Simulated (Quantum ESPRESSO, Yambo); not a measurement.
**Na3MoO3F3: DFT and GW levels**

```
CELL_PARAMETERS angstrom
      2.78347     1.60704     4.83540
     -2.78347     1.60704     4.83540
      0.00000    -3.21407     4.83540
ATOMIC_POSITIONS crystal
  O  0.68868 0.90602 0.25466
  O  0.25466 0.68868 0.90602
  O  0.90602 0.25466 0.68868
  F  0.35979 0.12880 0.82407
  F  0.82407 0.35979 0.12880
  F  0.12880 0.82407 0.35979
  Na 0.22602 0.22602 0.22602
  Na 0.50992 0.50992 0.50992
  Na 0.72763 0.72763 0.72763
  Mo 0.00022 0.00022 0.00022
```

The geometry is that of Materials Project entry mp-18753, symmetrised and not relaxed again.

Starting point: norm-conserving PBEsol (Quantum ESPRESSO, 88 Ry, without SOC). G0W0 in Yambo: 2×2×2 Γ-centred k mesh, bands 5 to 203 and a 7 Ry block in the screening, 203 bands in G with the Bruneval-Gonze terminator, plasmon pole fitted at 27.2 eV.

The PBEsol gap along the band path is 4.05 eV and the PBEsol gap between the mesh's edge points (L → Z) comes out as 4.09 eV. The G0W0 gap between the same points comes out as 7.23 eV and the PBEsol smallest direct gap on the mesh (at Z) is 4.25 eV. The G0W0 direct gap at that point comes out as 7.41 eV.

| k point | band | E PBEsol (eV) | E QP (eV) | shift (eV) | Z |
|---|---|---|---|---|---|
| Γ | VB | -0.08 | -1.31 | -1.22 | 0.79 |
| Γ | CB | 4.29 | 6.30 | 2.01 | 0.83 |
| L | VB | 0.00 | -1.22 | -1.22 | 0.79 |
| L | CB | 4.38 | 6.42 | 2.04 | 0.82 |
| F | VB | -0.01 | -1.22 | -1.22 | 0.79 |
| F | CB | 4.39 | 6.44 | 2.05 | 0.82 |
| Z | VB | -0.16 | -1.40 | -1.24 | 0.79 |
| Z | CB | 4.09 | 6.01 | 1.92 | 0.83 |

Energies count from the PBEsol valence-band maximum.

Nearest settings tried, and what they do to the gap: 136 bands in G: +14 meV; 136 bands in W, 136 bands in G: +52 meV; 6 Ry block (223 vectors against 289): +10 meV. Not varied: mesh. So the settings aren't converged at that level. The k mesh is coarse.

Spin-orbit splittings are left out.
